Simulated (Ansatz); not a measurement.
**Be (dhcp): energy against volume**

Computed with DFT, PBEsol, plane waves (420 eV) with PAW, scalar-relativistic (Ansatz 0.2.0). The PAW files were generated under PBE, with cores re-solved for the functional.

The cell is scaled uniformly from the relaxed one, with fractional coordinates and shape fixed. Energies are extrapolated to zero smearing, pressures are those at the given smearing. Magnetic state: spin not included.

A Birch-Murnaghan fit gives V₀ = 7.83 Å³/atom, B₀ = 124 GPa, B₀′ = 3.3.

(1) What are the energy above the minimum and the pressure at 6.889 Å³/atom?

(2) What are the energy above the minimum and the pressure at 7.202 Å³/atom?

(3) What are the energy above the minimum and the pressure at 8.768 Å³/atom?

Answers

(1) 52.1 meV/atom and 19.52 GPa as computed.

(2) 21.7 meV/atom and 11.83 GPa as computed.

(3) 37.1 meV/atom and -11.61 GPa as computed.
